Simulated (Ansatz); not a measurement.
NaNiO₂ in space group C2/m (No. 12; O on 4i, Ni on 2a, Na on 2d), PBE (plane waves, PAW; program Ansatz), all energies at zero smearing, with the estimated change up to a 700 eV cutoff added, with one set of potentials and settings (totals compare only within such a set). Cell of 4 atoms (2 O, 1 Ni, 1 Na): -8460.559 eV.

| element | reference phase | E (eV/atom) |
|---|---|---|
| O | C2/m, 4 atoms in the cell, spin-polarised | -565.0000 |
| Ni | Fm-3m, 1 atoms in the cell, spin-polarised | -5839.7239 |
| Na | P6_3/mmc, 2 atoms in the cell | -1486.4171 |

Formation energy per atom, worked out: (-8460.559 − 2×(-565.0000) − 1×(-5839.7239) − 1×(-1486.4171))/4 = -1.105 eV/atom (-107 kJ per mol of atoms), at 0 K, without zero-point energy or fitted corrections.

The workflow started from an entry of the Crystallography Open Database (COD). Its standing as an ambient phase is unchecked. Symmetry was held in the PBE relaxation; its stability against distortions is not shown here. Spin order of the final state: ferromagnetic, chosen from 4 collinear starts compared on coarse meshes (ties went to the first, and starts can fall back to one state), not a proven ground state. No Hubbard U is applied. The references are the lowest solids computed at this level, not always the standard phases (solids in place of the gases).

Potentials: the later of the program's two PAW sets.
